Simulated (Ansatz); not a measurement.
**SiNi₂ — field gradients at the nuclei**

The cell is a COD entry, ions relaxed with PBE at fixed cell.

Space group Pnma (No. 62); a = 4.9900, b = 3.7200, c = 7.0600 Å.

```csv
site,Wyckoff,site symmetry,x,y,z
Si,4c,.m.,0.2888,0.2500,0.3858
Ni5,4c,.m.,0.9588,0.2500,0.7948
Ni9,4c,.m.,0.3298,0.2500,0.0603
```

One atom of each set is listed.

All values are calculated (Ansatz; DFT, LDA, plane waves and PAW, scalar-relativistic, collinear spin, 420 eV cutoff, Γ-centred 9×12×6 k-points, Fermi–Dirac smearing 0.05 eV), not measured. Start moments as typed (μB): 1.5 on each Ni, none on the rest.

Conventions: |V_zz| ≥ |V_yy| ≥ |V_xx|, η = (V_xx − V_yy)/V_zz, C_Q = eQV_zz/h. ν_Q = 3|C_Q|/[2I(2I − 1)].

⁶¹Ni: I = 3/2, Q = 162.0 mb. Quadrupole moments are those of Pyykkö's year-2017 table.

```json
{"site": "Ni5", "atoms": "4", "first shell": "5 Si at 2.34–2.57 Å, 8 Ni at 2.56–2.70 Å", "C_Q (MHz)": "-7.58", "η": "0.88", "ν_Q (MHz)": "3.79"}
{"site": "Ni9", "atoms": "4", "first shell": "5 Si at 2.31–2.73 Å, 8 Ni at 2.56–2.70 Å", "C_Q (MHz)": "3.97", "η": "0.48", "ν_Q (MHz)": "1.99"}
```

Si has no stable isotope with a ground-state quadrupole moment in the table, so these sites are left out.

At this cell the LDA pressure is -12 GPa, so with LDA the cell would shrink if it were relaxed. The run finds no gap above 0.1 eV (a metal, or nearly one), so the gradients can move by 10 % or more with the k-mesh. The start moments die out, and the run ends without spin.
